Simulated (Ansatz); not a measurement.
**Kick test of a cell of Al₂InAs₃**

The structure comes from a generated guess, relaxed at this level; another structure or a mixture of phases may lie lower.

Computed with Ansatz 0.2.0, DFT PBE, scalar-relativistic, plane waves, PAW. Settings: cutoff 420 eV, Γ-centred mesh 10×10×10 on the computed 6-atom cell, Gaussian smearing of 0.02 eV; no spin polarisation.

The cell below (6 atoms, space group I-4m2 (No. 119)) is relaxed within its symmetry.

```cif
data_structure
_symmetry_space_group_name_H-M 'P 1'
_symmetry_Int_Tables_number 1
_cell_length_a 9.3056
_cell_length_b 9.3056
_cell_length_c 9.3056
_cell_angle_alpha 154.230
_cell_angle_beta 154.230
_cell_angle_gamma 36.765
_cell_volume 152.10
loop_
_atom_site_label
_atom_site_type_symbol
_atom_site_fract_x
_atom_site_fract_y
_atom_site_fract_z
_atom_site_occupancy
Al1 Al 0.82933 0.82933 0.00000 1
Al2 Al 0.17066 0.17066 0.00000 1
In1 In 0.50000 0.50000 0.00000 1
As1 As 0.40730 0.90730 0.50000 1
As2 As 0.09270 0.59270 0.50000 1
As3 As 0.75000 0.25000 0.50000 1
```

For the test a repeat of it with 12 atoms (edges 4.15, 8.30, 9.31 Å) was strained at random (σ = 1.5 % a component), the atoms were moved at random (σ = 0.15 Å), and all was relaxed again on a coarse 4×2×4 mesh (in the run’s order of axes) with 0.10 eV smearing, with no symmetry imposed.

Task: Is the structure stable against such a distortion?

Result: It returns, within 1 meV/atom of the unmoved cell on that mesh and with the same symmetry when read at 0.1 Å (Cm at 0.01 Å, so small strains and shifts remain). No instability shows in this cell; modes of other wave vectors, which need another repeat, aren't tested.
